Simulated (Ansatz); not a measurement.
**Fields on a plane of NiO (rock salt)**

```xyz
2
Lattice="0.0000 2.1087 2.1087 2.1087 0.0000 2.1087 2.1087 2.1087 0.0000" Properties=species:S:1:pos:R:3 pbc="T T T"
O      0.0000     0.0000     0.0000
Ni     2.1087     2.1087     2.1087
```

The slice is a {110} plane (indices of the conventional cell) through the point (0.000, 0.000, 0.000) (fractional), spanned by u = [100] and v = [1 -1 -1] in vectors of this cell: u (2.98 Å) and v (4.22 Å, at 90° to u). It covers one period; positions are fractions (u, v).

Atoms on it: O at (0.00, 0.00); Ni at (0.00, 0.50).

All values below come from PBE (plane waves to 420 eV, PAW, scalar-relativistic; Ansatz, a program for electronic structure). k mesh 19×19×19. Near the nuclei the fields are pseudised (PAW); where an atom keeps semicore shells as valence, they peak there. NiO is run spin-polarised and with no Hubbard U; the real compound is an antiferromagnetic insulator, a state that this run doesn't describe. NiO was relaxed with its symmetry unable to fall. Relaxed NiO ends ferromagnetic. The PAW data are Ansatz's earlier set. Other magnetic orders were not checked, so this need not be the ground state.

```
|xxx999631000136999xx|
|xx99986310001368999x|
|99999752000002579999|
|99998531000001358999|
|99875320000000235789|
|55432110000000112345|
|11111000000000001111|
|00000000000000000000|
|00111100000000011110|
|22222110000000112222|
|66533210000000123356|
|xx85321000000012358x|
|xxx632100000001237xx|
|xxx742100000001247xx|
|xxx732100000001236xx|
|xx85321000000012358x|
|66533210000000123356|
|22222110000000112222|
|00111100000000011110|
|00000000000000000000|
|11111000000000001111|
|55432110000000112345|
|99875320000000235789|
|99998531000001358999|
|99999752000002579999|
|xx99986310001368999x|
|xxx999631000136999xx|
|xxx999731000137999xx|
```
Scale: ten equal steps from 0.04 (start of '0') to 0.82 (end of '9'), in the order '0123456789'. Values: electron localisation function (ELF). The map has 20 points along u (one character each, u = 0 at the left) and 28 along v (v = 0 in the bottom row). Points within 0.4 Å of a nucleus are blanked (x), as the pseudised field means little there.

```
|***+=-::.. ..::-=+**|
|**++=-:..   ..:-=++*|
|+++=-::..   ..::-=++|
|===--:..     ..:--==|
|----:..       ..:---|
|-::::..       ..::::|
|::::..         ..:::|
|::::...       ...:::|
|----:..       ..:---|
|+++=-:..     ..:-=++|
|##*+=-:..   ..:-=+*#|
|%%#*+-:..   ..:-+*#%|
|@@%#+=:... ...:=+#%@|
|@@%#+=::.....::=+#%@|
|@@%#+=:... ...:=+#%@|
|%%#*+-:..   ..:-+*#%|
|##*+=-:..   ..:-=+*#|
|+++=-:..     ..:-=++|
|----:..       ..:---|
|::::...       ...:::|
|::::..         ..:::|
|-::::..       ..::::|
|----:..       ..:---|
|===--:..     ..:--==|
|+++=-::..   ..::-=++|
|**++=-:..   ..:-=++*|
|***+=-::.. ..::-=+**|
|#**+=-::.....::-=+**|
```
Scale: ten equal steps from -1.15 (start of ' ') to 1.81 (end of '@'), in the order ' .:-=+*#%@'. Values: log₁₀ of the valence density in e/Å³. The map has 20 points along u (one character each, u = 0 at the left) and 28 along v (v = 0 in the bottom row). The scale is logarithmic, as a density can span decades between atoms and voids.

The density on the O–Ni line (2.11 Å) at its density minimum, 1.1 Å from O is 0.43 e/Å³ and the ELF at that point comes out as 0.1.
